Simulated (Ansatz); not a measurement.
How the functional moves the response of Ru (P6_3/mmc) (r²SCAN, PBEsol)

```
CELL_PARAMETERS angstrom
2.70301 0.00000 0.00000
-1.35150 2.34087 0.00000
0.00000 0.00000 4.26542
ATOMIC_POSITIONS crystal
Ru 0.33333 0.66667 0.25000
Ru 0.66667 0.33333 0.75000
```

This cell (13.49 Å³ an atom) was relaxed by PAW under r²SCAN, and each functional gets its own cell relaxed so. Quantity: elastic moduli (Hill averages, relaxed ions; θ_D from sound speeds over directions).

Runs: (1) r²SCAN, PAW on Ansatz 0.2.0's default frozen-core files (fitted under PBE), scalar-relativistic; k mesh 18×18×10, strains of ±0.003, Fermi-Dirac smearing of 0.080 eV, cutoff 500 eV. (2) PBEsol, PAW on Ansatz 0.2.0's default frozen-core files (fitted under PBE), scalar-relativistic; k mesh 18×18×10, strains of ±0.008, Fermi-Dirac smearing of 0.080 eV, cutoff 420 eV.

Under r²SCAN: B = 337 GPa, G = 208 GPa, C11 = 605 GPa, C33 = 679 GPa, C44 = 200 GPa, ν = 0.244, θ_D = 567 K.

Task: Which way does PBEsol move the volume, and by how much?

Result: a = 2.690, c = 4.251 Å, 13.32 Å³ an atom: 1.3 % smaller.

Task: What does PBEsol give for these quantities?

Result: 

| quantity | r²SCAN | PBEsol | change |
| --- | --- | --- | --- |
| B | 337 GPa | 347 GPa | +3 % |
| G | 208 GPa | 216 GPa | +4 % |
| C11 | 605 GPa | 625 GPa | +3 % |
| C33 | 679 GPa | 697 GPa | +3 % |
| C44 | 200 GPa | 207 GPa | +4 % |
| ν | 0.244 | 0.242 | under 1 % |
| θ_D | 567 K | 576 K | +2 % |

Limits of these numbers: frozen-core PAW files fitted under PBE, their cores solved anew for the functional of the run; responses of metals move with mesh and smearing; elastic stability says nothing of phonons or of other phases.
